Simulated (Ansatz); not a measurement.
A geometry of Nb away from equilibrium: the start of the relaxation of a generated cell, Nb built in the AFLOW prototype A_oC4_63_c (A20). Calculation: r2SCAN (plane waves to 500 eV, PAW, scalar-relativistic; Ansatz, a quantum-chemistry and plane-wave program). Γ-centred k-mesh 13×13×7 on the run's cell (coarser than for final values), Fermi–Dirac smearing 0.05 eV.

```xyz
2
Lattice="1.3593 -2.8046 0.0000 1.3593 2.8046 0.0000 0.0000 0.0000 4.7134" Properties=species:S:1:pos:R:3 pbc="T T T"
Nb     1.3593    -2.2309     1.1783
Nb     1.3593     2.2309     3.5350
```

Question: Give the Cartesian forces on all atoms (eV/Å).

Answer: 
| atom | Fx | Fy | Fz |
|---|---|---|---|
| Nb1 | 0.00 | 0.75 | 0.00 |
| Nb2 | 0.00 | -0.75 | 0.00 |

Question: What is the pressure?

Answer: +5.4 GPa, compression positive.

Question: How much energy per atom can still be gained by relaxing?

Answer: 0.11 eV/atom; the path ends in Cmcm (No. 63) (AFLOW prototype A_oC4_63_c (A20)).

No spin polarisation in the result.

The run could not lose the symmetry of its start, so the end can be a saddle point.

The end of the path is a generated cell of Nb: the first start was made by placing the elements on the sites of a structure type, and the end was not matched to a known phase here, so it may be hypothetical. Known forms of Nb include space group No. 229.
